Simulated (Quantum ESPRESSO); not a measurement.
## Band energies of SrCaI4 monolayer

```xyz
6
Lattice="7.9548 0.0000 0.0000 0.0000 4.5768 0.0000 0.0000 0.0000 16.6000" Properties=species:S:1:pos:R:3 pbc="T T T"
Ca     0.0000     0.0000     0.0000
Sr     3.9774     2.2884     0.0000
I      6.7257     2.2884     1.7461
I      2.5415     0.0000     1.7845
I      1.2290     2.2884    -1.7461
I      5.4132     0.0000    -1.7845
```

norm-conserving PBEsol (Quantum ESPRESSO, 70 Ry, without SOC); path ΓXSYΓS; energies in eV from the valence-band maximum.

```csv
k (1/Å),point,band 20,band 21,band 22,band 23,band 24,band 25,band 26,band 27
0.00,Γ,-0.64,-0.61,-0.28,-0.01,0.00,3.93,4.57,4.81
0.23,,-0.55,-0.48,-0.21,-0.17,-0.04,3.98,4.68,4.81
0.46,,-0.53,-0.43,-0.32,-0.15,-0.15,4.10,4.51,5.05
0.69,X,-0.66,-0.30,-0.29,-0.21,-0.18,4.24,4.34,5.16
0.88,,-0.76,-0.53,-0.48,-0.30,-0.28,4.41,4.42,5.01
1.08,S,-0.67,-0.66,-0.56,-0.56,-0.51,3.89,4.03,5.42
1.25,,-0.71,-0.65,-0.56,-0.54,-0.52,3.98,4.11,5.42
1.42,,-0.75,-0.75,-0.58,-0.56,-0.46,4.20,4.31,5.42
1.60,,-0.81,-0.77,-0.60,-0.56,-0.40,4.50,4.59,5.21
1.77,Y,-0.83,-0.78,-0.60,-0.55,-0.38,4.74,4.81,4.99
1.97,,-0.71,-0.66,-0.61,-0.26,-0.15,4.63,4.79,4.81
2.16,Γ,-0.64,-0.61,-0.28,-0.01,0.00,3.93,4.57,4.81
2.29,,-0.65,-0.56,-0.21,-0.16,-0.04,4.07,4.66,4.84
2.43,,-0.68,-0.53,-0.48,-0.15,-0.15,4.42,4.50,5.05
2.56,,-0.73,-0.68,-0.47,-0.28,-0.19,4.29,4.85,4.87
2.69,,-0.72,-0.67,-0.51,-0.40,-0.31,4.11,4.44,5.24
2.82,,-0.66,-0.64,-0.59,-0.49,-0.46,3.97,4.12,5.41
2.95,S,-0.67,-0.66,-0.56,-0.56,-0.51,3.89,4.03,5.42
```

The PBEsol gap is indirect, 3.89 eV, from Γ to S; the smallest direct gap is 3.93 eV. The valence-band maximum lies 6.75 eV below the vacuum level.

Without spin-orbit coupling, band edges of such heavy elements can be off by tenths of an eV.

Geometry relaxed with PBEsol.

This is a model layer cut from the bulk structure; whether it is stable on its own was not checked.
